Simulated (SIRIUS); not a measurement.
Consider a self-consistent single point of a (001) slab of SiNi (cut from a parent of space group no. 62; 8 atoms in the cell).

```yaml
crystal:
  lattice:
    - [3.32130, 0.00000, 0.00000]
    - [0.00000, 5.14154, 0.00000]
    - [0.00000, 0.00000, 20.88490]
  atoms:
    - { symbol: Si, position: [0.75000, 0.82109, 0.45528] }
    - { symbol: Si, position: [0.25000, 0.17891, 0.41137] }
    - { symbol: Si, position: [0.29516, 0.67891, 0.58863] }
    - { symbol: Si, position: [0.75000, 0.32109, 0.54472] }
    - { symbol: Ni, position: [0.25000, 0.50795, 0.48360] }
    - { symbol: Ni, position: [0.75000, 0.49205, 0.38305] }
    - { symbol: Ni, position: [0.75000, 0.99205, 0.61695] }
    - { symbol: Ni, position: [0.25000, 0.00795, 0.51640] }
```

Level of theory: PBEsol, GBRV PBEsol ultrasoft pseudopotentials (plane waves; SIRIUS 7.12.0).

SIRIUS settings:

- parameters.ngridk = 5 3 1
- parameters.xc_functionals = [XC_GGA_X_PBE_SOL, XC_GGA_C_PBE_SOL]
- parameters.gk_cutoff = 6.325 1/bohr
- parameters.pw_cutoff = 14.143 1/bohr
- parameters.smearing = cold
- parameters.smearing_width = 0.00367493 Ha
- potentials = GBRV PBEsol ultrasoft pseudopotentials
- parameters.electronic_structure_method = pseudopotential
- parameters.num_bands = 53
- parameters.num_mag_dims = 0
- parameters.num_dft_iter = 100
- parameters.energy_tol = 1e-07 Ha
- parameters.density_tol = 1e-06
- mixer.type = anderson
- mixer.beta = 0.5
- mixer.use_hartree = true

Results:

Number of valence electrons: 88
Number of bands: 53
Number of k-points after the program's reduction: 8
Number of plane waves (most at a k-point): 10309
Number of SCF iterations: 37
FFT grid: 32 × 48 × 180
Free energy E − TS: -19190.1702 eV
Fermi level (on the code's own zero): 0.86 eV
Pressure averaged over the cell with its vacuum: -3.44 GPa
Largest force (vector length): 1.554 eV/Å

Forces (eV/Å):
```tsv
atom	Fx	Fy	Fz
Si1	-0.039	-0.116	-0.666
Si2	0.026	0.562	-0.524
Si3	-0.290	0.533	0.469
Si4	0.006	-0.172	0.612
Ni5	-0.039	0.307	-0.159
Ni6	0.027	-0.756	1.358
Ni7	0.312	-0.656	-1.295
Ni8	-0.003	0.297	0.205
```

For comparison: a first run was changed to give this one (atom 3 moved by +0.15 angstrom along x), and from it to this one the free energy rises by 2.7 meV/atom and the largest force hardly changes (1.555 to 1.554 eV/Å).

The run has no spin polarisation, so moments on Ni cannot form. Forces above 1 eV/Å remain at this geometry. No dipole correction was used; where the two faces of such a cut differ, images can couple through a dipole. The bare cut can leave dangling bonds, and the run has no spin polarisation, so a lower magnetic or reconstructed surface may exist. No clean gap shows at this smearing width and mesh (spacing up to 0.41 Å⁻¹); the mesh is coarse for partly filled bands, so the values carry mesh errors.

Cost on one core: very roughly 11 core-minutes.
